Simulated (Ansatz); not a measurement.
**Calculated ¹⁷O NMR of the central transition for K2Se2O7**

Cell: a computed structure from the Materials Project (it need not be an observed phase).

```cif
data_structure
_symmetry_space_group_name_H-M 'P 1'
_symmetry_Int_Tables_number 1
_cell_length_a 7.4408
_cell_length_b 7.4408
_cell_length_c 7.4904
_cell_angle_alpha 92.936
_cell_angle_beta 92.936
_cell_angle_gamma 60.897
_cell_volume 361.71
loop_
_atom_site_label
_atom_site_type_symbol
_atom_site_fract_x
_atom_site_fract_y
_atom_site_fract_z
_atom_site_occupancy
K1 K 0.49905 0.79357 0.36479 1
K2 K 0.20643 0.50095 0.13521 1
K3 K 0.50095 0.20643 0.63521 1
K4 K 0.79357 0.49905 0.86479 1
Se5 Se 0.92680 0.28527 0.37115 1
Se6 Se 0.71473 0.07320 0.12885 1
Se7 Se 0.07320 0.71473 0.62885 1
Se8 Se 0.28527 0.92680 0.87115 1
O9 O 0.75517 0.35425 0.52389 1
O10 O 0.64575 0.24483 0.97611 1
O11 O 0.24483 0.64575 0.47611 1
O12 O 0.35425 0.75517 0.02389 1
O13 O 0.85894 0.46467 0.22603 1
O14 O 0.53533 0.14106 0.27397 1
O15 O 0.14106 0.53533 0.77397 1
O16 O 0.46467 0.85894 0.72603 1
O17 O 0.16393 0.18699 0.44322 1
O18 O 0.81301 0.83607 0.05678 1
O19 O 0.83607 0.81301 0.55678 1
O20 O 0.18699 0.16393 0.94322 1
O21 O 0.93522 0.06478 0.25000 1
O22 O 0.06478 0.93522 0.75000 1
```

Sites (sets of like atoms) are named by element and the number of their first atom in this list.

Level of theory: DFT, r2SCAN, plane waves and PAW, scalar-relativistic, 500 eV cutoff, Γ-centred 4×4×3 k-points, Fermi–Dirac smearing 0.02 eV (Ansatz 0.2.0).

¹⁷O has I = 5/2 and Q = -25.58 mb (Pyykkö 2018); at 9.4 T its Larmor frequency is ν₀ = 54.3 MHz. Only the quadrupole interaction is simulated: positions count from each site's isotropic chemical shift, and J coupling is left out, as are shift anisotropy and dipolar coupling, which fast spinning averages.

(1) What does the ¹⁷O spectrum (fast magic-angle spinning) show for each site?

Results:

(1) 

| site | first shell | C_Q (MHz) | η | P_Q (MHz) | δ_QIS (ppm) | breadth (kHz) |
| --- | --- | --- | --- | --- | --- | --- |
| O9 | 1 Se at 1.63 Å; also 3 K at 2.78–3.14 Å | -11.2 | 0.15 | 11.3 | -258 | 31.3 |
| O13 | 1 Se at 1.63 Å; also 3 K at 2.73–2.85 Å | -11.1 | 0.12 | 11.2 | -254 | 30.6 |
| O17 | 1 Se at 1.62 Å; also 2 K at 2.83–2.89 Å | -11.3 | 0.17 | 11.4 | -265 | 32.3 |
| O21 | 2 Se at 1.81 Å, angle 123° | -10.1 | 0.90 | 11.4 | -266 | 32.3 |

δ_QIS = −(ν_Q²/30ν₀²)[I(I+1) − 3/4](1 + η²/3) × 10⁶ ppm with ν_Q = 3|C_Q|/[2I(2I−1)]; it falls as 1/B₀² in ppm, and the breadth as 1/B₀ in kHz.

The broadest static pattern spans 108 kHz. The table holds for spinning faster than that; slower spinning leaves sidebands.

At O9, O13 and O17 V_zz points along its bond to Se (within 3°) in each case.

The largest force is 0.4 eV/Å, so the atoms aren't at the calculated equilibrium and relaxing them would move these values.

Hardware: 2 threads of Arm Neoverse V1 (aarch64; 8 cores open to the job, memory cap 5.0 GiB, no GPU), a shared host with a load of 0.6 a core. Wall time 86 s, CPU time 2.8 min, peak memory 2 GiB.
